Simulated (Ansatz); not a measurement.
**NiMoIrPdW and the effect of the functional**

Space group I4mm (No. 107). a = 2.740 Å, b = 2.740 Å, c = 19.433 Å, α = 90.00°, β = 90.00°, γ = 90.00°
| atom | site | symmetry | x | y | z |
| --- | --- | --- | --- | --- | --- |
| Ni | 2a | 4mm | 0.0000 | 0.0000 | 0.1986 |
| Mo | 2a | 4mm | 0.5000 | 0.5000 | 0.1092 |
| Pd | 2a | 4mm | 0.5000 | 0.5000 | 0.2931 |
| Ir | 2a | 4mm | 0.0000 | 0.0000 | 0.3994 |
| W | 2a | 4mm | 0.5000 | 0.5000 | 0.4957 |

The cell comes from a database or a generator and needn't be the stable form of this composition.

Kept alike: task band structure; k mesh 13 × 13 × 13; occupations fermi-dirac, width 0.05 eV; collinear spin, ferromagnetic start. Program: Ansatz, Ansatz PAW. Cutoffs run from 420 to 500 eV. The mesh is that of the run's cell of 5 atoms. No spin-orbit coupling.

| run | pressure (GPa) |
| --- | --- |
| A | -9.17 |
| B | -14.69 |
| C | -0.03 |
| D | -5.45 |

Pressure is positive in compression, with a Pulay correction for the finite cutoff. For a metal such a mesh leaves the last digits unconverged. The moments vanished: the runs ended non-magnetic. All rows use potentials made for PBE.

Task: The runs differ in the functional (and the cutoff that goes with it) alone: LDA; PBE; PBEsol; r2SCAN. Which run is which?

Result: Run A is PBEsol; run B is LDA; run C is PBE; run D is r2SCAN. The pressure runs from -14.69 (LDA) to -0.03 GPa (PBE). From PBE: LDA -14.66; PBEsol -9.14; r2SCAN -5.42.
